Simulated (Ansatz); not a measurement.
# Ir: from a starting cell to a relaxed one

The start is a relaxed Ir cell displaced along its unstable phonon at q = (½, ½, 0) of its primitive reciprocal cell (43i cm⁻¹), largest move 0.15 Å. Cell shape, volume and atoms are optimised at zero target pressure with PBE (plane waves to 420 eV, PAW, scalar-relativistic; Ansatz, a first-principles code). First-step values are on the input's coarse k-mesh.

Ansatz input (later rounds restart from its end on a renewed k-mesh):
Ansatz 0.2 input:
```yaml
crystal:
  lattice:
    - [-4.853609505, 4.853609505, 2.7532963806]
    - [0, 0, 2.7532963806]
    - [2.4268047525, 2.4268047525, -1.3766481903]
  atoms:
    - { symbol: Ir, position: [0.25, 0.1955198499, 0.5] }
    - { symbol: Ir, position: [0.75, 0.3044801501, 0.5] }
    - { symbol: Ir, position: [0, -0.012836192, -0.0256723841] }
    - { symbol: Ir, position: [0.5, 0.012836192, 0.0256723841] }
basis: { ecutwfc: 420, ecutrho_ratio: 4, xc_grid: 2, fft_grid_basis: typed }
kpoints: { mp_grid: { grid: [13, 13, 13] } }
hamiltonian:
  xc: pbe
  dispersion: none
  pseudopotentials: { kind: paw }
scf: { occupations: { method: fermi_dirac, width: 0.05 } }
relax: { f_tol: 0.01, max_steps: 100, cell: { stress_tol: 0.02 } }
output: { forces: true, stress: true }
```

Task: How does the volume change?

Result: -1.4 %, from 16.22 to 15.98 Å³/atom.

Task: Is the parent structure recovered?

Result: It does not go back: it reaches Cmcm (No. 63), 0.12 eV/atom below the parent.

Task: Give the final cell and atomic positions.

Result: 
```cif
data_Ir8
_chemical_formula_sum 'Ir8'
_space_group_name_H-M_alt 'Cmcm'
_space_group_IT_number 63
_space_group_name_Hall '-C 2c 2'
_cell_length_a 2.69049
_cell_length_b 6.91048
_cell_length_c 6.87667
_cell_angle_alpha 90.000
_cell_angle_beta 90.000
_cell_angle_gamma 90.000
loop_
_atom_site_label
_atom_site_type_symbol
_atom_site_symmetry_multiplicity
_atom_site_Wyckoff_symbol
_atom_site_fract_x
_atom_site_fract_y
_atom_site_fract_z
_atom_site_occupancy
Ir1 Ir 4 a 0.00000 0.00000 0.00000 1
Ir2 Ir 4 c 0.00000 0.70745 0.25000 1
```
(The calculation used a cell of 4 atoms; values per cell refer to that cell.)

Final values are on a 18×18×7 k-mesh of the relaxed cell. No spin polarisation in the result.

The run could not lose the symmetry of its start: the end is stationary, and may be a saddle point rather than a minimum.

The relaxed structure here is a generated cell of Ir: the first start was made by placing the elements on the sites of a structure type, and the end was not matched to a known phase here, so it may be hypothetical. Known forms of Ir include space group No. 225.
